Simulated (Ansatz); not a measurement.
NaF:
Space group Fm-3m (No. 225); a = b = c = 4.503 Å, α = β = γ = 90.00°

```
atom  site  symmetry       x       y       z
----  ----  --------  ------  ------  ------
Na      4a      m-3m  0.0000  0.0000  0.0000
F       4b      m-3m  0.5000  0.5000  0.5000
```
(The calculation used a cell of 2 atoms; values per cell refer to that cell.)

Relaxed with LDA.

Q: Give the optical modes at the zone centre with their infrared and Raman activity from DFPT, LDA (plane waves, PAW; program Ansatz).

A: Transverse frequencies, without the LO–TO term; a row sums one degenerate level.

| ω (cm⁻¹) | degeneracy | IR ((D/Å)²/amu) | Raman (Å⁴/amu) | activity | symmetry |
|---|---|---|---|---|---|
| 275 | 3 | 6.62 | 0 | IR | T1u |

Q: How high does the top mode go among those that the LO–TO term moves?

A: 427 cm⁻¹ for q along x.

The LDA relaxation kept the symmetry of its start; phonons on a q-mesh show no instability.

Potentials: the later of the program's two PAW sets.
